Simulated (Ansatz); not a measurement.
Ansatz (a first-principles code) input:

Ansatz 0.2 input:
```yaml
crystal:
  lattice:
    - [0.0, 2.0226330431, 2.0226330431]
    - [2.0226330431, 0.0, 2.0226330431]
    - [2.0226330431, 2.0226330431, 0.0]
  atoms:
    - { symbol: Al, position: [0.5, 0.5, 0.5] }
    - { symbol: N, position: [0.0, 0.0, 0.0] }
kpoints:
  mp_grid: { grid: [9, 9, 9] }
hamiltonian:
  xc: hse06
  pseudopotentials: { kind: paw }
scf:
  n_extra_bands: 6
  occupations: { method: fixed }
output:
  eigenvalues: true
  eigenstates:
    e_range: [-9.0, 14.8]
    kpoints:
      - [0.0, 0.0, 0.0]  # VBM
      - [0.0, 0.5, 0.5]  # CBM
      - [0.0, 0.0, 0.0]  # GAMMA
      - [0.5, 0.0, 0.5]  # X
      - [0.5, 0.5, 0.5]  # L
      - [0.5, 0.25, 0.75]  # W
      - [0.375, 0.375, 0.75]  # K
      - [0.625, 0.25, 0.625]  # U
```

Output (shortened):

```
Pseudopotentials: kind: paw
Pseudopotential: Al, paw, valence charge 3
Pseudopotential: N, paw, valence charge 5
Functional definition: HSE06
davidson cushion auto → on  (no smearing: the cushion is to keep the highest requested band from converging to the state above it …
Crystal: 2 atoms, lattice volume = 16.549 Å³
Basis set: ecut = 420 eV, 331 PW (Γ)
Bands: 10, of which v1, the nominal top of the filled ones, is band 4 counted from 1 (3 counted from 0)
Symmetry: 48 space group operations
Space group: Fm-3m (ITA 225), of the structure as read, at distance tolerance 2.5e-5 Å
k-points: 35 of 729
PAW frozen core: Al, regenerated for the run's functional, and the local potential with it
PAW frozen core: N, regenerated for the run's functional, and the local potential with it
Initial wavefunctions: pseudopotential atomic-orbital guess
Eigensolver: davidson
Functional: x = pbe(κ = 0.804, μ = 0.2195149727645171), c = pbe(β = 0.06672455060314922), warm-up for x = pbe(κ = 0.804, μ = 0.2195149727645171) + 0.25 (exact …
SCF iter   1: F=—  HF=-923.910786 eV  |F-HF|=—  |Δ(HF+E_count)|=         —  Δρ=1.23e-3  dr2=6.68e-5  ethr=1.77e-3  ⟨swp⟩=2.0  Hψ=2650  notcnv=0
preconditioner: auto → none
SCF iter   2: F=-923.910970 eV  HF=-923.910923 eV  |F-HF|=4.70e-5  |Δ(HF+E_count)|=   1.37e-4  Δρ=6.17e-4  dr2=1.66e-5  ethr=8.35e-7  ⟨swp⟩=3.9  Hψ=1071  notcnv=0  defer=3
SCF 1 stopped early in 2 iterations: F = -923.910970 eV  dr2 = 1.66e-5
Crystal: 2 atoms, lattice volume = 16.549 Å³
Initial density: handed on by an earlier stage of this run
Initial wavefunctions: those handed on with the density
Functional: x = pbe(κ = 0.804, μ = 0.2195149727645171) + 0.25 (exact − pbe) at short range (hse, ω = 0.20786987370883472 Å⁻¹), c = pbe(β = 0.06672455060314922); HSE06 as pw.x's `hse` composes it (authors' and Libxc's form: `xc: wpbeh`)
Exchange kernel: α = 0.2500, screened, ω = 0.2079 Å⁻¹, Wigner–Seitz truncation, v(0) = 1046.8322 eV·Å³, q-mesh 9×9×9, nearest image of the exchange supercell L …
Frozen-core exchange: fock
SCF iter   1: F=—  HF=-924.421087 eV  |F-HF|=—  |Δ(HF+E_count)|=         —  Δρ=6.75e-3  dr2=3.43e-3  ethr=2.08e-6  ⟨swp⟩=5.7  Hψ=1763  notcnv=0
preconditioner: auto → none
SCF iter   2: F=—  HF=-924.419510 eV  |F-HF|=—  |Δ(HF+E_count)|=   1.58e-3  Δρ=2.97e-3  dr2=9.45e-4  ethr=2.08e-6  ⟨swp⟩=3.0  Hψ=1189  notcnv=0
iter 3 solved again at ethr=7.97e-8 eV; its pass at ethr=2.08e-6 eV (dr2=6.38e-6 eV) is discarded
SCF iter   3: F=—  HF=-924.419126 eV  |F-HF|=—  |Δ(HF+E_count)|=   3.85e-4  Δρ=2.24e-4  dr2=1.98e-4  ethr=7.97e-8  ⟨swp⟩=2.0  Hψ=2029  notcnv=0
SCF iter   4: F=—  HF=-924.421409 eV  |F-HF|=—  |Δ(HF+E_count)|=   2.28e-3  Δρ=5.11e-4  dr2=2.70e-5  ethr=7.97e-8  ⟨swp⟩=4.0  Hψ=1525  notcnv=0
SCF iter   5: F=-924.421400 eV  HF=-924.421400 eV  |F-HF|=7.20e-8  |Δ(HF+E_count)|=   9.01e-6  Δρ=4.44e-5  dr2=2.35e-6  ethr=7.97e-8  ⟨swp⟩=3.0  Hψ=1057  notcnv=0
SCF 2 stopped early in 5 iterations: F = -924.421400 eV  dr2 = 2.35e-6
hybrid outer 1: dexx = +2.449e-3 eV, tail = 7.85e-6 eV
Crystal: 2 atoms, lattice volume = 16.549 Å³
Exchange kernel: α = 0.2500, screened, ω = 0.2079 Å⁻¹, Wigner–Seitz truncation, v(0) = 1046.8322 eV·Å³, q-mesh 9×9×9, nearest image of the exchange supercell L …
Frozen-core exchange: fock
SCF iter   1: F=—  HF=-924.421434 eV  |F-HF|=—  |Δ(HF+E_count)|=         —  Δρ=5.79e-5  dr2=5.11e-7  ethr=4.90e-7  ⟨swp⟩=2.1  Hψ=845  notcnv=0
preconditioner: auto → none
iter 2 solved again at ethr=5.72e-11 eV; its pass at ethr=5.42e-9 eV (dr2=4.58e-9 eV) is discarded
SCF iter   2: F=-924.421434 eV  HF=-924.421434 eV  |F-HF|=4.77e-9  |Δ(HF+E_count)|=   8.63e-8  Δρ=1.00e-5  dr2=2.10e-8  ethr=5.72e-11  ⟨swp⟩=3.0  Hψ=1971  notcnv=0
SCF 3 converged in 2 iterations: F = -924.421434 eV  dr2 = 2.10e-8
hybrid outer 2: dexx = +1.354e-7 eV, tail = 4.32e-8 eV, Δε = 8.38e-4 eV (about 7.95e-5 eV left of the loop's levels)
NSCF: frozen V_eff on 8 k-points
hybrid SCF converged: 2 outer / 7 inner (+2 warm-up), last move |dexx| = 1.35e-7 eV, tail = 4.32e-8 eV
Stability not checked (fock_operator)
Free energy (F): -924.421434 eV
Frozen-core exchange: fock
Harris-Foulkes:  -924.421434 eV  (|F-HF|=4.77e-9)
Internal energy: -924.421434 eV  (E = F + TS)
E sigma→0 (E₀):  -924.421434 eV
Fermi energy:    10.354231 eV
--- Per-component energies (eV) ---
  E_band       = 27.205646
  E_kinetic    = 163.393150
  E_local      = -168.781689  (includes V_loc(G=0)·N_el)
  E_nonlocal   = 52.962521
  E_hartree    = 62.089344
  E_xc         = -83.706742
  E_vxc        = -88.480387  (∫ρ·V_xc dr)
  E_exx        = -18.185242  (= α·E_x^exact, valence–valence)
  E_paw        = -596.493294  (= ΣΔE_a)
  E_vpaw       = -19.696934  (= ΣTr[D̂ρ^β])
  E_aug_tail   = 0.000097  (compensation charges beyond the density's cutoff)
  E_ewald      = -335.632585
  E_core_change = -0.066995  (= ΣΔE_core)
  E_smearing   =  0.000000  (= −TS)
  E_closure    =  0.000000  (closes the sum)
  Σ components = -924.421434   (vs F -924.421434, Δ=1.14e-13)
  [band-id]    e_kinetic+e_local+e_nonlocal+2·e_hartree+e_vxc+2·e_exx+e_vpaw+e_augmentation_tail = 27.204962   (vs E_band 27.205646, Δ=-6.84e-4)
--- Band table (eV; the first three rows and the last of 35) ---
  k-point 0: bands = ["-8.8168", "10.3542", "10.3542", "10.3542", "17.5327", "23.9956", "23.9956", "23.9956", "29.3301", "29.7590"]
  k-point 1: bands = ["-8.5473", "9.0512", "10.1913", "10.1913", "18.2962", "23.0010", "24.3845", "24.3845", "28.1512", "28.1512"]
  k-point 2: bands = ["-7.7715", "6.3805", "9.8131", "9.8131", "18.8001", "22.9463", "24.4952", "24.4952", "27.8745", "27.8745"]
  k-point 34: bands = ["-4.2983", "3.7024", "4.6857", "6.5754", "19.9756", "21.9233", "22.9754", "25.2123", "31.0704", "31.9666"]
  band table: 10 of 10 bands, residual norms ≤ 1.0e-3 eV
```

Cost: roughly 110 core-seconds on shared cores.

The points marked VBM and CBM come from a semilocal run.

This is a known high-pressure phase of the composition, computed here at zero pressure and temperature. The PBEsol relaxation kept the symmetry of its start; whether a distortion lowers the energy is not shown.

Potentials: the later of the program's two PAW sets.

Ansatz is a plane-wave DFT program.
